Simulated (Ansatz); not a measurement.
Relax this structure to zero stress and force, keeping its symmetry:

```xyz
6
Lattice="3.2175 0.0000 0.0000 0.0000 3.9737 0.0000 0.0000 0.0000 7.9594" Properties=species:S:1:pos:R:3 pbc="T T T"
Ti    0.0000    1.9869    0.6795
Ti    1.6088    0.0000    7.2800
Cl    1.6088    1.9869    2.4574
Cl    0.0000    0.0000    5.5021
O     1.6088    1.9869    7.3593
O     0.0000    0.0000    0.6002
```

All numbers below come from Ansatz, DFT PBEsol, scalar-relativistic, plane waves, PAW.

Settings: cutoff 420 eV, Γ-centred mesh 12×10×6 on the computed 6-atom cell, Gaussian smearing of 0.10 eV; no spin polarisation.

Q: What does it relax to?

A: The volume decreases by 0.01 Å³/atom to 16.95 Å³/atom, and the energy changes by under 0.1 meV/atom. Final structure:
```cif
data_structure
_symmetry_space_group_name_H-M 'P 1'
_symmetry_Int_Tables_number 1
_cell_length_a 3.2155
_cell_length_b 3.9749
_cell_length_c 7.9560
_cell_angle_alpha 90.000
_cell_angle_beta 90.000
_cell_angle_gamma 90.000
_cell_volume 101.69
loop_
_atom_site_label
_atom_site_type_symbol
_atom_site_fract_x
_atom_site_fract_y
_atom_site_fract_z
_atom_site_occupancy
Ti1 Ti 0.00000 0.50000 0.08517 1
Ti2 Ti 0.50000 0.00000 0.91483 1
Cl1 Cl 0.50000 0.50000 0.30852 1
Cl2 Cl 0.00000 0.00000 0.69148 1
O1 O 0.50000 0.50000 0.92401 1
O2 O 0.00000 0.00000 0.07599 1
```

The cell holds layers, and where no dispersion correction was added their binding is poorly described. Spin polarisation was left out, and a magnetic state may lie lower.

Cost: 1 run of about 2.2 core-minutes, on Intel Xeon Platinum 8488C (Sapphire Rapids) (shared hosts).